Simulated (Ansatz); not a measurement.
**Property card for AlGaN$_{2}$**

AlGaN₂:
```xyz
8
Lattice="3.1441 0.0000 0.0000 -1.5721 2.7229 0.0000 0.0000 0.0000 10.1775" Properties=species:S:1:pos:R:3 pbc="T T T"
Ga     0.0000     1.8153     0.0412
N      0.0000     1.8153     1.9980
Ga     1.5721     0.9076     2.6483
N      1.5721     0.9076     4.6124
Al     0.0000     1.8153     5.1881
N      0.0000     1.8153     7.0827
Al     1.5721     0.9076     7.6667
N      1.5721     0.9076     9.5605
```

Space group P3m1 (No. 156); conventional cell a = b = 3.144 Å, c = 10.177 Å, α = β = 90.00°, γ = 120.00°.

Method: DFT-r²SCAN in the program Ansatz with PAW potentials. Structure relaxed to zero pressure with the same functional. Other levels are named where they apply.

Cell and energy:

```
Property                                                      Result
-----------------------------------------------------  -------------
Volume per atom                                             10.89 Å³
Density                                                   4.75 g/cm³
Formation energy from the elements (no fitted shifts)  -1.13 eV/atom
```

Electronic structure:

```
Item                                                                             Value
------------------------------------------------  ------------------------------------
Band gap                                                              3.27 eV (direct)
Valence-band maximum                                                              at Γ
Conduction-band minimum                                                           at Γ
Electron effective mass                                            0.25 mₑ (isotropic)
Electron effective mass with spin–orbit coupling                   0.25 mₑ (isotropic)
Hole effective mass, band 1 of 2 at the edge             1.8 along x, 9.6 along z (mₑ)
Hole effective mass, band 2 of 2 at the edge            0.25 along x, 9.6 along z (mₑ)
Hole effective mass with spin–orbit coupling      0.49, 0.49, 10 mₑ (principal values)
HSE06 gap on the r²SCAN cell                                                   4.09 eV
Gap with spin–orbit coupling                                                   3.26 eV
```

Mechanics:

```
Item                                                                                                                      Value
-----------------------------------------------------------  ------------------------------------------------------------------
Bulk modulus (Birch–Murnaghan fit)                                                                                      204 GPa
Pressure derivative B′                                                                                                      4.1
Elastic constants (relaxed ions, GPa)                        C11 = 384, C12 = 135, C13 = 99.2, C14 = -0.1, C33 = 399, C44 = 108
Mechanical stability                                                                     stable (all eigenvalues of C positive)
Hill bulk and shear moduli                                                                                      204 and 123 GPa
Young's modulus                                                                                                         306 GPa
Poisson's ratio                                                                                                            0.25
Debye temperature from the elastic constants                                                                              757 K
Piezoelectric stress constants (proper, relaxed ions, C/m²)                    e15 = e24 = -0.30, e31 = e32 = -0.51, e33 = 1.09
```

Charges:

```
Item                                                    Result
-------------  -----------------------------------------------
Bader charges  Ga +1.66 to +1.67, N -2.48 to -1.67, Al +2.48 e
```

The start of the workflow was typed in or built on a structure type; the Crystallography Open Database copy checked does not list it. Whether it is the stable phase at ambient conditions was not checked. Symmetry was held in the r²SCAN relaxation; whether a distortion lowers the energy is not shown. Signs of piezoelectric constants follow the polarity of the cell as given. The references are the lowest solids computed at this level, not always the standard phases (solids in place of the gases). Scalar-relativistic: spin–orbit coupling is off unless named, which matters more the heavier the elements.

Potentials: the earlier of the program's two PAW sets. The files were generated under PBE; for other functionals the program regenerates the frozen cores, and for LDA and PBEsol the local potential too.
